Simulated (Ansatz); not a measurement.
# Profile along the Ga–N line in GaN (wurtzite)

GaN (wurtzite)

```cif
data_Ga2N2
_chemical_formula_sum 'Ga2 N2'
_space_group_name_H-M_alt 'P 1'
_space_group_IT_number 1
_cell_length_a 3.21838
_cell_length_b 3.21838
_cell_length_c 5.24320
_cell_angle_alpha 90.000
_cell_angle_beta 90.000
_cell_angle_gamma 120.000
loop_
_space_group_symop_operation_xyz
  'x, y, z'
loop_
_atom_site_label
_atom_site_type_symbol
_atom_site_fract_x
_atom_site_fract_y
_atom_site_fract_z
_atom_site_occupancy
Ga1 Ga 0.66667 0.33333 0.00096 1
Ga2 Ga 0.33333 0.66667 0.50096 1
N1 N 0.66667 0.33333 0.62424 1
N2 N 0.33333 0.66667 0.12424 1
```

Fields along a shortest Ga–N line of a (1 -1 0 0) plane (1.98 Å), from Ga to N, interpolated on the slice's grid (step about 0.2 Å). These are PBE (plane waves to 420 eV, PAW, scalar-relativistic; Ansatz, a first-principles code) values and carry that method's errors. k mesh 12×12×6. Near the nuclei the fields are pseudised (PAW); where an atom keeps semicore shells as valence, they peak there. GaN was relaxed with its symmetry unable to fall.

| distance from Ga (Å) | valence electron density (e/Å³) | electron localisation function | density of the highest valence band (e/Å³) | density of the lowest conduction band (e/Å³) |
|---|---|---|---|---|
| 0.00 | 52.90 | x | 0.003 | 0.075 |
| 0.20 | 34.14 | x | 0.003 | 0.075 |
| 0.40 | 9.96 | x | 0.003 | 0.070 |
| 0.59 | 2.07 | 0.11 | 0.011 | 0.056 |
| 0.79 | 0.80 | 0.24 | 0.037 | 0.033 |
| 0.99 | 0.71 | 0.47 | 0.080 | 0.015 |
| 1.19 | 1.01 | 0.80 | 0.150 | 0.025 |
| 1.39 | 1.79 | 0.85 | 0.262 | 0.096 |
| 1.58 | 3.02 | x | 0.309 | 0.217 |
| 1.78 | 3.60 | x | 0.159 | 0.297 |
| 1.98 | 3.52 | x | 0.004 | 0.303 |

x: too close to a nucleus for the ELF to mean much. Band densities are of whole bands, smooth part only.

Density on the Ga–N line (1.98 Å) at its density minimum, 0.9 Å from Ga: 0.69 e/Å³. ELF at that point: 0.4. Character of the Ga–N contact (rough rule: ELF there above 0.7 covalent, below 0.2 ionic, polar between): polar, between covalent and ionic.
